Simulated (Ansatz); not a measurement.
This cell of CoSi₂ (fluorite type, space group Fm-3m) is off equilibrium:

```
CELL_PARAMETERS angstrom
      0.00000     2.65746     2.65746
      2.65746     0.00000     2.65746
      2.65746     2.65746     0.00000
ATOMIC_POSITIONS crystal
  Co 0.07789 0.07789 0.92211
  Si 0.25000 0.25000 0.25000
  Si 0.75000 0.75000 0.75000
```

Calculation: r2SCAN (plane waves to 500 eV, PAW, scalar-relativistic; Ansatz, a program for electronic structure). k mesh 12×12×12 (Γ-centred), Fermi-Dirac smearing 0.05 eV. Energies are smeared free energies. Compression counts positive. With partly filled bands, energies and forces of such displacements shift with the k mesh and the smearing. CoSi2 is run without spin polarisation. CoSi2 was relaxed with its symmetry unable to fall.

Q: What forces act on the atoms (eV/Å, Cartesian)?

A: 
```csv
atom,Fx,Fy,Fz
Co1,0.000,0.000,-5.200
Si2,0.000,0.000,2.600
Si3,0.000,0.000,2.600
```

Q: What is the stress tensor (GPa)?

A: 
```
   17.4      0.0      0.0
    0.0     17.4      0.0
    0.0      0.0      8.0
```
The pressure, a third of the trace, is 14.3 GPa.

Q: In it atom 1 sits (0.000, 0.000, 0.414) Å away from its relaxed site. What is its energy relative to the relaxed cell?

A: 1094 meV/cell.

(For displaced atoms, the force is minus the slope of the energy, and its curvature is a force constant, which sets phonon frequencies.)
